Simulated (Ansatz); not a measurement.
# Two inputs for TiO2

Cell: a COD entry, its atoms then relaxed with PBE in this cell.

Space group P4_2/mnm (No. 136); a = 4.5922, c = 2.9574 Å.

```csv
site,Wyckoff,site symmetry,x,y,z
Ti,2a,m.mm,0.0000,0.0000,0.0000
O,4f,m.2m,0.3042,0.3042,0.0000
```

One atom of each set is listed.

Reference run. Computed with Ansatz: DFT, PBE, plane waves and PAW (field gradients read without the response of the frozen cores, which leaves them typically 4 to 6 % off), scalar-relativistic, 420 eV cutoff, Γ-centred 4×4×6 k-points, Fermi–Dirac smearing 0.02 eV.

(1) The input is changed as follows: `total_charge`: not typed → -4; `scf.max_iter`: not typed → 50. What happens to V_zz (10²¹ V/m²) and η?

Results:

(1) 

```tsv
site	V_zz reference	η reference	V_zz changed	η changed
Ti	-2.13	0.09	1.53	0.27
O	2.48	1.00	-0.54	0.00
```

The largest change of V_zz along a kept axis is on O, from 2.48 to -0.54. Where |V_zz| stays above 0.1 and the axes keep their order, η moves most on O, from 1.00 to 0.00. V_zz changes sign on O (same axis). On Ti the largest principal value lies along another axis in the second run, so the two V_zz can't be compared directly. The changed cell holds a charge of -4 on a uniform background, so it isn't the neutral crystal. At these positions, which the reference run relaxed to, the changed run has forces up to 2.3 eV/Å, so its atoms aren't at their own equilibrium. The gap no longer holds the Fermi energy in the changed run, so its gradients also hang on the k-mesh and the smearing. The changed input holds a charge that the system can't hold, so its numbers aren't properties of the crystal.

On the reference run: At this cell the PBE pressure is 5 GPa, so with PBE the cell would grow if it were relaxed.
